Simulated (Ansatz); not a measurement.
Consider the following.

Te:
```yaml
crystal:
  lattice:
    - [4.52493, 0.00000, 0.00000]
    - [-2.26247, 3.91871, 0.00000]
    - [0.00000, 0.00000, 5.95080]
  atoms:
    - { symbol: Te, position: [0.26783, 0.00000, 0.33333] }
    - { symbol: Te, position: [0.00000, 0.26783, 0.66667] }
    - { symbol: Te, position: [0.73217, 0.73217, 0.00000] }
```

This is the PBE-relaxed structure. Cartesian axes are those of the cell as given.

Question: All from PBE in the plane-wave PAW code Ansatz, unless another level is named. Estimate the bulk modulus (Birch–Murnaghan fit).

Answer: 172 kbar.

Question: What about the elastic constants (relaxed ions, GPa)?

Answer: C11 = 28.0, C12 = 6.7, C13 = 19.2, C14 = 10.1, C33 = 62.4, C44 = 28.6.

Space group P3_121 (trigonal Se type). The cell was relaxed with PBE under the symmetry of its start. A crystal of weakly bound chains computed without a dispersion correction: the cell and the soft elastic constants depend strongly on that. Scalar-relativistic: spin–orbit coupling is off unless named, which matters more the heavier the elements.

Potentials: the later of the program's two PAW sets.
